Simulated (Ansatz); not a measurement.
Relaxed ZnAu (CsCl type):

```
CELL_PARAMETERS angstrom
      6.37355     0.00000     0.00000
      0.00000     3.18677     0.00000
      0.00000     0.00000     3.18677
ATOMIC_POSITIONS crystal
  Zn 0.25000 0.50000 0.50000
  Zn 0.75000 0.50000 0.50000
  Au 0.00000 0.00000 0.00000
  Au 0.50000 0.00000 0.00000
```

The atoms are displaced by Q × the pattern below (from a DFPT mode at X = (0.5, 0.0, 0.0), largest move 1; Q in Å), at fixed cell. (q is in reciprocal vectors of the primitive cell; the cell shown is doubled to hold the pattern.)

```
atom       x      y      z
----  ------  -----  -----
Au3    1.000  0.000  0.000
Au4   -1.000  0.000  0.000
```

Atoms not listed stay in place.

Calculation: PBE (plane waves to 420 eV, PAW, scalar-relativistic; Ansatz, an electronic-structure program). k mesh 8×15×15 (Γ-centred), Fermi-Dirac smearing 0.05 eV. Compression counts positive. With partly filled bands, energies and forces of such displacements shift with the k mesh and the smearing. Spin-orbit coupling is left out, though Au is heavy. ZnAu was relaxed with its symmetry unable to fall. 

| Q (Å) | P (GPa) | −dE/dQ from forces (eV/Å) |
|---|---|---|
| -0.280 | ___ | ___ |
| -0.233 | 5.0 | 4.166 |
| -0.187 | 3.0 | ___ |
| -0.140 | 1.6 | 1.979 |
| -0.093 | 0.6 | 1.224 |
| -0.047 | 0.1 | 0.585 |
| 0.000 | -0.1 | 0.000 |
| 0.047 | 0.1 | -0.585 |
| 0.093 | 0.6 | -1.224 |
| 0.140 | 1.6 | -1.979 |
| 0.187 | 3.0 | ___ |
| 0.233 | 5.0 | -4.166 |
| 0.280 | ___ | ___ |

Task: What belongs in the gaps?

Result: 
- -0.280, P (GPa): 7.6
- -0.280, −dE/dQ from forces (eV/Å): 5.861
- -0.187, −dE/dQ from forces (eV/Å): 2.924
- 0.187, −dE/dQ from forces (eV/Å): -2.924
- 0.280, P (GPa): 7.6
- 0.280, −dE/dQ from forces (eV/Å): -5.861

(A displaced cell: forces are minus the slopes of the energy, force constants its curvatures, and phonons follow from these.)
